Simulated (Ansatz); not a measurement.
PtSe₂:
```xyz
3
Lattice="3.6898 0.0000 0.0000 -1.8449 3.1954 0.0000 0.0000 0.0000 32.0000" Properties=species:S:1:pos:R:3 pbc="T T F"
Se     1.8449     1.0651    17.3236
Pt     0.0000     0.0000    16.0000
Se     0.0000     2.1303    14.6764
```
Free-standing layer in the xy plane with vacuum along z and no interaction between images.

In-plane strain on the r²SCAN+D4-relaxed layer, atoms relaxed; r²SCAN+D4 (plane waves, PAW; program Ansatz). Band edges on the k-mesh, from the upper vacuum level. Strained cells keep their symmetry and size, so buckling under compression is not allowed; words on stability below refer to the unstrained layer.

```csv
strain x / y (%),ΔE (meV/atom),tension xx (N/m),tension yy (N/m),thickness (Å),VBM (eV),CBM (eV)
-4 / -4,___,___,___,___,___,___
-2 / -2,10.5,-2.21,-2.21,2.73,-5.74,-4.28
-1 / 0,___,___,___,___,___,___
0 / 0,0.0,0.00,0.00,2.65,-5.93,-4.33
1 / 0,1.0,0.81,0.22,2.63,-5.94,-4.36
2 / 2,10.0,1.98,1.98,2.57,-6.03,-4.44
4 / 4,39.0,3.71,3.71,2.49,-5.95,-4.55
```

Problem. Fill in the missing entries.

Solution. 
- -4 / -4, ΔE (meV/atom): 42.8
- -4 / -4, tension xx (N/m): -4.62
- -4 / -4, tension yy (N/m): -4.62
- -4 / -4, thickness (Å): 2.81
- -4 / -4, VBM (eV): -5.53
- -4 / -4, CBM (eV): -4.32
- -1 / 0, ΔE (meV/atom): 1.0
- -1 / 0, tension xx (N/m): -0.83
- -1 / 0, tension yy (N/m): -0.23
- -1 / 0, thickness (Å): 2.67
- -1 / 0, VBM (eV): -5.85
- -1 / 0, CBM (eV): -4.31

Space group P-3m1 (1T). A layer that has been made, often on a substrate. The cell was relaxed with r²SCAN+D4 under the symmetry of its start; its stability against distortions is not shown here. The run is not spin-polarised. Spin–orbit coupling is left out wherever it is not named.

Potentials: the later of the program's two PAW sets.

Edges and masses are those of Kohn–Sham bands, whose gap is no quasiparticle gap.
